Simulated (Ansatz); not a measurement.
InAs (zinc blende)

```
CELL_PARAMETERS angstrom
      0.00000     3.04346     3.04346
      3.04346     0.00000     3.04346
      3.04346     3.04346     0.00000
ATOMIC_POSITIONS crystal
  As 0.75000 0.75000 0.75000
  In 0.00000 0.00000 0.00000
```

The slice is a {100} plane (indices of the conventional cell) through the point (0.000, 0.000, 0.000) (fractional), spanned by u = [100] and v = [0 1 -1] in vectors of this cell: u (4.30 Å) and v (4.30 Å, at 90° to u). It covers one period; positions are fractions (u, v).

All values below come from PBEsol (plane waves to 420 eV, PAW, scalar-relativistic; Ansatz, a first-principles code). k mesh 9×9×9. These are valence fields of a PAW run, semicore shells included where kept as valence: close to a nucleus they are smooth pseudo fields. At this level the bands of InAs touch or barely overlap; measurements give the solid a gap. InAs was relaxed with its symmetry unable to fall.

Q: Predict the map of the valence electron density on the slice.

A: 
```
|@@@%#*+==-----------==+*#%@@|
|@@%%#*+==-----------==+*#%%@|
|%%%#*++=-----:::-----=++*#%%|
|###**+==---:::::::---==+**##|
|***++==---:::::::::---==++**|
|++++==--:::::::::::::--==+++|
|=====--::::.......::::--====|
|===---::::.........::::---==|
|------:::...........:::-----|
|-----:::...       ...:::----|
|----:::...         ...:::---|
|----:::...         ...:::---|
|---::::...         ...::::--|
|---::::...         ...::::--|
|---::::...         ...::::--|
|----:::...         ...:::---|
|----:::...         ...:::---|
|-----:::...       ...:::----|
|------:::...........:::-----|
|===---::::.........::::---==|
|=====--::::.......::::--====|
|++++==--:::::::::::::--==+++|
|***++==---:::::::::---==++**|
|###**+==---:::::::---==+**##|
|%%%#*++=-----:::-----=++*#%%|
|@@%%#*+==-----------==+*#%%@|
|@@@%#*+==-----------==+*#%@@|
|@@@%#*+==-----------==+*#%@@|
```
Scale: ten equal steps from -1.90 (start of ' ') to 1.12 (end of '@'), in the order ' .:-=+*#%@'. Values: log₁₀ of the valence density in e/Å³. The map has 28 points along u (one character each, u = 0 at the left) and 28 along v (v = 0 in the bottom row). The scale is logarithmic, as a density can span decades between atoms and voids.
